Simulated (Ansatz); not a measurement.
# A vibration from a frozen displacement in CuS

Level of theory: DFT PBEsol, scalar-relativistic, plane waves, PAW (Ansatz 0.2.0). Settings: plane waves to 420 eV, k-mesh 16×16×16 (Γ-centred), Gaussian smearing 0.15 eV. No spin polarisation. Energies are free energies at this smearing, counted from the undisturbed cell; pressure is positive in compression.

Reference structure (as given, not relaxed at this level; it stands at -5.3 GPa, and it needn't be the usual structure):

```
CELL_PARAMETERS angstrom
0.00000 2.43990 2.43990
2.43990 0.00000 2.43990
2.43990 2.43990 0.00000
ATOMIC_POSITIONS crystal
Cu 0.00000 0.00000 0.00000
S 0.50000 0.50000 0.50000
```

Every S atom is moved by x along the Cartesian unit vector (0.000, 0.000, -1.000); the cell and all other atoms stay fixed. The cell's volume is 29.05 Å³; the moved atoms weigh 32.060 u together and the others 63.546 u.

```
  x (Å)  ΔE (meV/cell) total force on the moved atoms along the move (eV/Å) pressure (GPa)
-0.1000          18.17                                                0.3713         -4.8041
-0.0500           4.47                                                0.1797         -5.1832
 0.0000           0.00                                                0.0000         -5.3083
 0.0750          10.12                                               -0.2733         -5.0259
```

**Question.** What frequency belongs to this motion?

**Answer.** The force constant is k = −dF/dx = 3.614 eV/Å², from the parabola through x = -0.0500, 0 and 0.0750. In every cell the moved atoms swing against the rest, so the mass is μ = m₁m₂/(m₁ + m₂) = 21.309 u, and ν̃ = 521.5 cm⁻¹ × √(|k|/μ) = 215 cm⁻¹, at this cell's pressure of -5.3 GPa. To first order in x, and within 1 %, the force on every atom lies along the move and, within each of the two groups, in proportion to the atom's mass, so this is itself a mode at the zone centre of this cell.

**Question.** How far does the harmonic law reach?

**Answer.** At x = -0.100 Å, kx²/2 = 18.07 meV against the computed 18.17 meV (+0.6 %): the well is still close to harmonic there.

In a metal these slopes depend on the k mesh and the smearing.